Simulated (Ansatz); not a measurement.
Values for one crystal, relaxed and computed with PBEsol in the plane-wave PAW code Ansatz; other levels are named.

```yaml
volume_per_atom: 17.88 Å³
electronic_character: metallic (no gap)
Pressure derivative B′: 5.6
highest_zone_centre_frequency: 291 cm^-1
Bulk modulus (Birch–Murnaghan fit): 1020 kbar
Density of states at the Fermi level: 0.29 states/eV per atom (mean over ±0.08 eV)
Gap with spin–orbit coupling: none (metallic)
```

### Question
Pick the material that matches.
A) Mg, Fd-3m (Mg on 8a, Mg on 16d)
B) Co, Fd-3m (Co on 8a, Co on 16d)
C) Ag, Fd-3m (Ag on 8a, Ag on 16d)
D) W, Fd-3m (W on 8a, W on 16d)

### Answer
C, Ag, Fd-3m (Ag on 8a, Ag on 16d)

The start of the workflow was typed in or built on a structure type; neither database checked (COD, Materials Project) lists it. It is not the phase usual at ambient conditions (space group No. 225). Symmetry was held in the PBEsol relaxation. At this level the phase is dynamically unstable (imaginary phonons). The run is not spin-polarised. As this level gives no gap, phonon frequencies hold no LO–TO term and depend on the k-mesh and smearing (Fermi–Dirac, 0.1 eV here). Spin–orbit coupling is left out wherever it is not named.

Potentials: the earlier of the program's two PAW sets. The files were generated under PBE; for other functionals the program regenerates the frozen cores, and for LDA and PBEsol the local potential too.
